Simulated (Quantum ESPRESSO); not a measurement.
Simulation results for Al$_{2}$InMo$_{4}$Au (simulated cell)

Computed with Quantum ESPRESSO 7.5. Calculation on a made-up metal alloy cell, not a measurement: no spin or spin-orbit, unrelaxed, 2900 K smearing, stress positive in tension, cell energy less fitted offsets, added strain carries the atoms with the cell, shear as tensor component; periodic Kohn-Sham density functional theory in plane waves with PseudoDojo standard norm-conserving scalar-relativistic pseudopotentials, each functional with its own files (v0.5 for PBE, v0.4.1 for LDA and PBEsol), eight atoms on drawn sites of a strained close-packed or body-centred lattice, each displaced and held fixed; the energy is the cell's free energy, ions and the entropy term -TS included, at the stated Fermi-Dirac width, less a fixed offset for each atom's element (shifted free energy); compositions with an open d shell lost a parallel starting moment in a cheaper test run, and other magnetic orders were not tried; an error bar is the largest change of its kind in a tighter rerun, never given below 0.002 eV, 0.02 GPa or 0.003 eV/angstrom, and covers cutoff and k-mesh only, not smearing or the files.

### Al$_{2}$InMo$_{4}$Au (simulated cell)

```
Al2InMo4Au
1.0
     -0.0169     2.0039     1.9601
     -3.9128    -0.0049     0.0388
     -0.0875    -8.1409     7.9654
Mo Al Mo Au In
3 2 1 1 1
Direct
  -0.02274 0.00357 0.00264
  -0.00827 0.00333 0.25136
  -0.00862 0.00497 0.49734
  -0.00148 0.00652 0.74779
  0.50056 0.48862 0.12538
  0.49311 0.50350 0.37361
  0.51084 0.50597 0.62303
  0.50507 0.49602 0.87369
```

Settings of this run: lattice type face-centred cubic, functional pbe, cutoff 1088 eV, fermi dirac smearing 0.25 eV, electrons removed 0, added strain kind zz, added strain 0.0165, k mesh 8 x 6 x 2 shifted half a step off Gamma on each axis and structure shown before the added strain.

The calculation gives: entropy term negative ts -1.288 eV; pressure 9.35 GPa; stress xx -10.75 GPa; stress yy -8.2 GPa; stress zz -9.09 GPa; stress yz -5.08 GPa; stress xz -1.88 GPa; stress xy 0.58 GPa; shifted free energy -0.385 eV.

Atoms:
| atoms element | atom site | atom energy offset (eV) |
| --- | --- | --- |
| Mo | 1 | -1911.95 |
| Mo | 2 | -1911.95 |
| Mo | 3 | -1911.95 |
| Al | 4 | -63.26 |
| Al | 5 | -63.26 |
| Mo | 6 | -1911.95 |
| Au | 7 | -4032.82 |
| In | 8 | -1808.02 |

Forces:
| site | x (eV/Å) | y (eV/Å) | z (eV/Å) |
| --- | --- | --- | --- |
| 1 | 0.534 | -0.35 | 0.976 |
| 2 | 0.304 | 0.106 | 0.06 |
| 3 | -0.1 | 1.012 | -0.822 |
| 4 | 0.151 | 0.721 | -0.663 |
| 5 | -0.489 | -0.37 | 0.085 |
| 6 | -0.034 | -0.044 | 0.086 |
| 7 | 0.138 | -0.68 | 0.335 |
| 8 | -0.504 | -0.395 | -0.057 |

Notes: heavy elements are run without spin-orbit coupling, which real alloys of them have; a spin test at this wide smearing found no moment, but such smearing suppresses magnetism that the real alloy may have; lattice, volume and sites are drawn at random and may be unstable or far from any real phase; energies are for the whole cell, less offsets fitted to these runs, so they are not formation energies; error bars: energy 0.01 eV, stress 0.094 GPa, force 0.0085 eV/Å, from a tighter rerun of a related cell, whose elements or sites may differ.
